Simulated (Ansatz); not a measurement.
AlP:
```
CELL_PARAMETERS angstrom
      3.60408     0.00000     0.00000
     -1.80204     3.12123     0.00000
      0.00000     0.00000     5.77717
ATOMIC_POSITIONS crystal
  Al 0.00000 0.00000 0.00000
  Al 0.00000 0.00000 0.50000
  P  0.33333 0.66667 0.25000
  P  0.66667 0.33333 0.75000
```

Relaxed with PBE. Special points in fractions of this cell's reciprocal vectors: Γ (0.000, 0.000, 0.000); M (0.500, 0.000, 0.000); K (0.333, 0.333, 0.000); A (0.000, 0.000, 0.500); L (0.500, 0.000, 0.500); H (0.333, 0.333, 0.500).

Problem. List the band energies nearest the Fermi level at these points for PBE (plane waves, PAW; program Ansatz).

Solution. In eV from the Fermi level; about four levels below and three above (degenerate sets whole), none deeper than 8.9 eV; points with the same levels are listed once.

```
k                          below                          above
-  -----------------------------  -----------------------------
Γ        -0.48 -0.48 -0.23 -0.23                 0.58 2.66 2.97
M        -4.25 -3.41 -2.74 -0.43                 1.19 2.08 3.27
K  -3.74 -3.74 -3.22 -3.22 -1.33                 6.31 6.49 6.49
A        -0.27 -0.27 -0.27 -0.27  3.03 3.03 4.21 4.21 4.21 4.21
L        -1.93 -1.93 -1.91 -1.91            1.41 1.41 2.92 2.92
H        -5.24 -5.24 -0.46 -0.46            2.55 2.55 3.04 3.04
```

Space group P6_3/mmc (NiAs type). The start of the workflow was typed in or built on a structure type; neither database checked (COD, Materials Project) lists it. It is not the phase usual at ambient conditions (space group No. 216). The cell was relaxed with PBE under the symmetry of its start; its stability against distortions is not shown here.

Potentials: the later of the program's two PAW sets.
